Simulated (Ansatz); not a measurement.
Values for one crystal, relaxed and computed with PBE (plane waves, PAW; program Ansatz); other levels are named.

* **Volume per atom**: 14.91 Å³
* **Electronic character**: metallic (no gap)
* **Formation energy from the elements (no fitted shifts)**: -654 meV/atom
* **Bulk modulus (Birch–Murnaghan fit)**: 182 GPa
* **Pressure derivative B′**: 3.9
* **Density of states at the Fermi level**: 0.07 states/eV per atom (mean over ±0.08 eV)

**Question.** Which compound is it?
(A) HfC, P6_3/mmc (Hf on 2d, C on 2c)
(B) LiC6, Cmmm (C on 4i, C on 4i, C on 4i, Li on 2c)
(C) SiC2, P4_2/mmc (Si on 2e, C on 4i)
(D) WC, NiAs type

**Answer.** A, HfC, P6_3/mmc (Hf on 2d, C on 2c)

The start of the workflow was typed in or built on a structure type; the Crystallography Open Database copy checked does not list it. It is not the phase usual at ambient conditions (space group No. 225). Symmetry was held in the PBE relaxation; whether a distortion lowers the energy is not shown. No spin polarisation was allowed. The references are the lowest solids computed at this level, not always the standard phases. Spin–orbit coupling is left out wherever it is not named.

Potentials: the later of the program's two PAW sets.
